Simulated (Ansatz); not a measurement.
## Zincblende alloy of GaAs and InP (26 of 32 As sites, 26 of 32 Ga sites exchanged), 64 atoms

Ansatz, PAW, plane waves. PBEsol relaxation of volume and atoms (shape held) at the single k point (¼, ¼, ¼) without its symmetry partners; single points on the relaxed atoms at the Γ point alone, onto which points of the small cell's zone fold. Arrangement: quasirandom. No spin–orbit coupling unless named.

Relaxed structure:

```
CELL_PARAMETERS angstrom
11.66681 0.00000 0.00000
0.00000 11.66681 0.00000
0.00000 0.00000 11.66681
ATOMIC_POSITIONS crystal
In 0.99740 0.00251 0.00092
In 0.99777 0.00295 0.50022
In 0.99586 0.49791 0.00169
In 0.99435 0.49799 0.49709
In 0.49727 0.99767 0.99976
In 0.50539 0.00007 0.49697
In 0.50746 0.49909 0.50103
In 0.24850 0.24982 0.99786
In 0.24960 0.25007 0.50020
In 0.25628 0.74853 0.00065
In 0.24767 0.75103 0.50025
In 0.74783 0.74365 0.00520
In 0.74537 0.74778 0.49704
In 0.25236 0.99805 0.25061
In 0.24849 0.00023 0.75309
In 0.24716 0.50226 0.24849
In 0.25438 0.50215 0.75241
In 0.75195 0.99863 0.25345
In 0.75129 0.00658 0.74693
In 0.75048 0.50068 0.74862
In 0.99328 0.25226 0.25019
In 0.99554 0.25226 0.74888
In 0.99700 0.74734 0.25000
In 0.00015 0.75084 0.75031
In 0.50659 0.25597 0.25414
In 0.50248 0.25006 0.74905
Ga 0.50525 0.50842 0.00279
Ga 0.75391 0.25492 0.00267
Ga 0.75114 0.25270 0.49724
Ga 0.74528 0.49683 0.24862
Ga 0.50531 0.74834 0.24510
Ga 0.50106 0.74064 0.75177
P 0.12397 0.12585 0.12716
P 0.12372 0.12530 0.62665
P 0.12300 0.62546 0.12215
P 0.12282 0.62227 0.62416
P 0.63233 0.13446 0.61473
P 0.62083 0.61787 0.13330
P 0.62085 0.62967 0.63160
P 0.37651 0.37549 0.62379
P 0.38305 0.86786 0.13211
P 0.86162 0.37703 0.12610
P 0.86615 0.36924 0.61747
P 0.87403 0.87404 0.12513
P 0.87332 0.87435 0.62268
P 0.37703 0.12651 0.37429
P 0.37493 0.12501 0.87413
P 0.38951 0.62399 0.87708
P 0.86779 0.13142 0.38204
P 0.86861 0.13440 0.88214
P 0.86439 0.61654 0.36590
P 0.87513 0.62459 0.87486
P 0.12363 0.37481 0.37359
P 0.12312 0.37649 0.87364
P 0.12143 0.87553 0.37465
P 0.12483 0.87451 0.87836
P 0.64012 0.37668 0.37763
P 0.61914 0.86722 0.36523
As 0.63243 0.13006 0.11907
As 0.38167 0.38316 0.11810
As 0.38320 0.86861 0.63300
As 0.38309 0.63083 0.36911
As 0.62629 0.37764 0.88795
As 0.62076 0.86742 0.86715
```

**Question.** What are the mean bond lengths by pair (pairs within 1.2 times the sum of covalent radii, less contacts 15 % beyond the pair's median; cation–cation pairs of compounds aside; long ionic contacts are cut short by that bound)?

**Answer.** As–Ga 2.454 ± 0.010 Å (standard deviation, 7 bonds); As–In 2.611 ± 0.011 Å (standard deviation, 17 bonds); Ga–P 2.394 ± 0.017 Å (standard deviation, 17 bonds); In–P 2.544 ± 0.013 Å (standard deviation, 87 bonds).

**Question.** What gap lies between the top filled and the lowest empty level in the single points?

**Answer.** HSE06 1.40 eV (40 s on NVIDIA H100); r²SCAN 1.01 eV (7.1 s on NVIDIA H100).
